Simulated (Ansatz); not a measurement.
# Al4CoNi3: zone-centre modes

The calculation used DFT PBE, scalar-relativistic, plane waves, PAW in Ansatz 0.2.0. Settings: 420 eV plane-wave cutoff, Γ-centred 8×8×16 mesh, Gaussian smearing of 0.20 eV. Collinear spin, site moments 0.0, 0.0, 0.0, 0.0, -0.1, -0.1, 0.0, -0.6 μB. Phonons by linear response, acoustic sum rule imposed.

Relaxed structure:
```yaml
crystal:
  lattice:
    - [5.76099, 0.00000, 0.00000]
    - [0.00000, 5.76099, 0.00000]
    - [0.00000, 0.00000, 2.89661]
  atoms:
    - { symbol: Al, position: [0.24827, 0.24827, 0.50000] }
    - { symbol: Al, position: [0.24827, 0.75173, 0.50000] }
    - { symbol: Al, position: [0.75173, 0.24827, 0.50000] }
    - { symbol: Al, position: [0.75173, 0.75173, 0.50000] }
    - { symbol: Ni, position: [0.00000, 0.50000, 0.00000] }
    - { symbol: Ni, position: [0.50000, 0.00000, 0.00000] }
    - { symbol: Ni, position: [0.50000, 0.50000, 0.00000] }
    - { symbol: Co, position: [0.00000, 0.00000, 0.00000] }
```

The cell was found from a structure generator's guess, not taken from experiment. In a metal, frequencies depend on the k mesh and the smearing, soft modes most.

Optical modes at Γ:
```tsv
frequency (cm⁻¹)	degeneracy
140	2
167	1
173	1
173	2
201	1
215	2
259	1
264	1
266	2
267	1
298	2
299	1
352	2
362	1
369	1
```

All 21 optical modes at Γ are real: no displacement of atoms at fixed cell lowers the energy to second order. Strains and modes at other wave vectors aren't tested by this run.
